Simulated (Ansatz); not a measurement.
**TiRe, a database entry at a rescaled volume**

```
CELL_PARAMETERS angstrom
3.09637 0.00000 0.00000
0.00000 3.09637 0.00000
0.00000 0.00000 3.09637
ATOMIC_POSITIONS crystal
Re 0.00000 0.00000 0.00000
Ti 0.50000 0.50000 0.50000
```

Single point in Ansatz 0.2.0 with r2SCAN, with U = 4.45 eV and J = 0.9 eV on Re d, U = 3.79 eV and J = 0.69 eV on Ti d (all-electron-ortho-atomic projectors), no spin polarisation. Cutoff 500 eV, PAW datasets, 8×8×8 Γ-centred k mesh, cold filling (width 0.0899 eV).

(1) Give the Bader charges.

(2) Are the atoms at rest?

(3) Is the cell too large or too small?

(4) Metal or insulator?

(5) Describe some of the short contacts.

Origin: a database entry at a rescaled volume. Caveats: a Hubbard term without moments, so a magnetic state may lie lower.

Answers

(1) Bader charges in e: Ti +1.48, Re -1.48. In the mean Ti gives up most and Re takes most.

(2) The forces vanish by the symmetry of the sites.

(3) The pressure is 5.5 GPa (compression positive), so with the atoms held at these fractions the cell would first expand.

(4) It is a metal, with about 2.1 states/eV a cell as the mean within 0.25 eV of the Fermi level, mostly Re d (42 %) and Ti d (36 %).

(5) Re–Ti at 2.68 Å: least valence density 0.34 e/Å³ and ELF 0.26 there. Re–Re at 3.10 Å: least valence density 0.29 e/Å³ and ELF 0.43 there. Ti–Ti at 3.10 Å: least valence density 0.18 e/Å³ and ELF 0.24 there. These are pseudo-fields; inside the PAW spheres they differ from the all-electron ones.
